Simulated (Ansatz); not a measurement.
HfGeRu:
```
HfGeRu
1.0
    6.71121     0.00000     0.00000
   -3.35560     5.81207     0.00000
    0.00000     0.00000     3.73497
Hf Ge Ru
3 3 3
Cartesian
 -1.39425   2.41492   1.86749
  2.78851   0.00000   1.86749
  1.96135   3.39715   1.86749
  0.00000   3.87472   0.00000
  3.35560   1.93736   0.00000
  0.00000   0.00000   1.86749
 -2.53092   4.38369   0.00000
  5.06185   0.00000   0.00000
  0.82468   1.42839   0.00000
```

Relaxed with r²SCAN. Special points in fractions of this cell's reciprocal vectors: Γ (0.000, 0.000, 0.000); M (0.500, 0.000, 0.000); K (0.333, 0.333, 0.000); A (0.000, 0.000, 0.500); L (0.500, 0.000, 0.500); H (0.333, 0.333, 0.500).

List the band energies nearest the Fermi level at these points for r²SCAN in the plane-wave PAW code Ansatz.

In eV from the Fermi level; about four levels below and three above (degenerate sets whole), none deeper than 8.9 eV; points with the same levels are listed once.

```tsv
k	below	above
Γ	-1.71 -1.71 -0.22 -0.16	0.40 0.40 0.44
M	-1.55 -1.21 -1.17 -0.73	0.02 0.13 0.64
K	-0.41 -0.41 -0.16 -0.16	0.34 0.96 1.16
A	-0.91 -0.91 -0.48 -0.48	0.64 1.81 1.81
L	-1.18 -1.16 -0.69 -0.60	0.82 1.91 2.47
H	-1.29 -1.29 -1.11 -0.64 -0.64	0.80 2.17 2.68
```

Space group P-62m. The first step of the workflow began from a Materials Project structure, measured or hypothetical; the Crystallography Open Database copy checked does not list it. Whether it is the stable phase at ambient conditions was not checked. The r²SCAN relaxation kept the symmetry of its start; whether a distortion lowers the energy is not shown. The run is not spin-polarised. Scalar-relativistic: spin–orbit coupling is off unless named, which matters more the heavier the elements.

Potentials: the later of the program's two PAW sets.
